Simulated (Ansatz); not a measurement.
A relaxed structure of YSi2. Space group P6/mmm (No. 191), AFLOW prototype AB2_hP3_191_a_d (C32, as in AlB2). Level of theory: r2SCAN (plane waves to 500 eV, PAW, scalar-relativistic; Ansatz, a first-principles code).

```cif
data_Si2Y
_chemical_formula_sum 'Y1 Si2'
_space_group_name_H-M_alt 'P 1'
_space_group_IT_number 1
_cell_length_a 4.06705
_cell_length_b 4.06705
_cell_length_c 3.99956
_cell_angle_alpha 90.000
_cell_angle_beta 90.000
_cell_angle_gamma 120.000
loop_
_space_group_symop_operation_xyz
  'x, y, z'
loop_
_atom_site_label
_atom_site_type_symbol
_atom_site_fract_x
_atom_site_fract_y
_atom_site_fract_z
_atom_site_occupancy
Y1 Y 0.00000 0.00000 0.00000 1
Si1 Si 0.33333 0.66667 0.50000 1
Si2 Si 0.66667 0.33333 0.50000 1
```

| Quantity | Result |
|---|---|
| Volume per atom | 19.10 Å³ |
| Band gap | zero (metallic) |
| Shortest distances | Si–Si 2.35 Å; Si–Y 3.08 Å |
| k-mesh | 13×13×12 |

No spin polarisation in the result. The relaxed primitive cell holds an odd number of electrons. A magnetic state may lie lower.

The run could not lose the symmetry of its start.

The first start was generated by placing the elements on the sites of a structure type. A measured structure of YSi2 has the same space group, P6/mmm (No. 191); the sites were not compared with it.
